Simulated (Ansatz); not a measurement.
TaTe (rock salt), relaxed with r²SCAN (Ansatz, an electronic-structure program, plane waves, PAW): a = b = c = 5.6665 Å, α = β = γ = 90.00°.

| Item | Result |
|---|---|
| ΔH_f (eV/atom) | 0.82 |
| B₀ by P(V) fit (GPa) | 114 |

Task: The same phase is relaxed and computed with PBEsol in the same code. What are the cell and these values now?

Result: a = 5.6220 Å, b = 5.6220 Å, c = 5.6220 Å, α = 90.00°, β = 90.00°, γ = 90.00°.

ΔH_f (eV/atom): 0.76
B₀ by P(V) fit (GPa): 118

Typed or built starts, not in the databases checked: TaTe, rock salt. Unstable at this level: TaTe, rock salt with r²SCAN; TaTe, rock salt with PBEsol. All cells were relaxed under the symmetry of their starts (and spin orders); stability against distortions was not tested throughout. Rows with no word on spin ran without spin polarisation. Spin–orbit coupling is left out wherever it is not named.

Potentials: the later of the program's two PAW sets.

Ansatz is a plane-wave DFT program.

Formation energies count from the lowest solids of the elements computed at the same level, not from gases.
